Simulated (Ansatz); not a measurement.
Given:

MoS2:
Space group P-6m2 (No. 187); a = b = 3.1738 Å, c = 19.3104 Å, α = β = 90.00°, γ = 120.00°

| atom | site | symmetry | x | y | z |
|---|---|---|---|---|---|
| Mo | 1e | -6m2 | 0.6667 | 0.3333 | 0.0000 |
| Mo | 2h | 3m. | 0.3333 | 0.6667 | 0.3233 |
| S | 2h | 3m. | 0.3333 | 0.6667 | 0.0804 |
| S | 2i | 3m. | 0.6667 | 0.3333 | 0.2428 |
| S | 2i | 3m. | 0.6667 | 0.3333 | 0.4038 |

This is the r²SCAN+D4-relaxed structure.

Q: All from plane-wave PAW r²SCAN+D4 (Ansatz code), unless another level is named. Give the zero-point energy.

A: 55.0 meV/atom.

Q: What about the vibrational entropy at 300 K?

A: 20.8 J/(K·mol of atoms).

Q: And the highest zone-centre frequency (without LO–TO term)?

A: 474 cm⁻¹.

The first step of the workflow began from a Materials Project structure, measured or hypothetical; the Crystallography Open Database copy checked does not list it. It is not the phase usual at ambient conditions (space group No. 160, 194). The cell was relaxed with r²SCAN+D4 under the symmetry of its start; whether a distortion lowers the energy is not shown. The run is not spin-polarised.

Potentials: the earlier of the program's two PAW sets.
